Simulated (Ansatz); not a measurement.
SiRu in space group P2_13 (No. 198; Si on 4a, Ru on 4a) under volume change, LDA in the plane-wave PAW code Ansatz, shape and atoms relaxed at each volume.

| V (Å³/atom) | E − E(relaxed) (meV/atom) | P (GPa) |
|---|---|---|
| 11.539 | 92.7 | 28.66 |
| 11.920 | 38.5 | 17.36 |
| 12.300 | 9.0 | 7.85 |
| 12.681 | 0.0 | 0.01 |
| 13.061 | 7.9 | -6.45 |
| 13.441 | (withheld) | (withheld) |
| 13.822 | (withheld) | (withheld) |

Problem. What belongs in the gaps?

Solution. 
- 13.441, E − E(relaxed) (meV/atom): 29.9
- 13.441, P (GPa): -11.83
- 13.822, E − E(relaxed) (meV/atom): 63.4
- 13.822, P (GPa): -16.24

Problem. What does a third-order Birch–Murnaghan fit give for V₀, B₀ and B′?

Solution. V₀ = 12.68 Å³/atom, B₀ = 237 GPa, B′ = 5.3.

The LDA relaxation kept the symmetry of its start. No spin polarisation was allowed. Spin–orbit coupling is left out wherever it is not named.

Potentials: the later of the program's two PAW sets.
